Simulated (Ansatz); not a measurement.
SiGe (R-3m), relaxed with PBE (Ansatz, a quantum-chemistry and plane-wave program, plane waves, PAW): a = b = 3.9625 Å, c = 19.3838 Å, α = β = 90.00°, γ = 120.00°.

* **gap (eV)**: 0.38
* **ΔH_f (eV/atom)**: 0.02
* **B₀ by P(V) fit (GPa)**: 73.6
* **electron conductivity mass (mₑ)**: 0.17

Q: The same phase is relaxed and computed with PBEsol in the same code. What are the cell and these values now?

A: a = 3.9211 Å, b = 3.9211 Å, c = 19.1755 Å, α = 90.00°, β = 90.00°, γ = 120.00°.

gap (eV): 0.32
ΔH_f (eV/atom): 0.01
B₀ by P(V) fit (GPa): 80.7
electron conductivity mass (mₑ): 0.19

Typed or built starts, not in the databases checked: SiGe, R-3m (Si on 6c, Ge on 6c). All cells were relaxed under the symmetry of their starts (and spin orders); stability against distortions was not tested throughout. Spin–orbit coupling is left out wherever it is not named.

Potentials: the later of the program's two PAW sets.

Ansatz is a plane-wave DFT program.

Formation energies count from the lowest solids of the elements computed at the same level, not from gases.
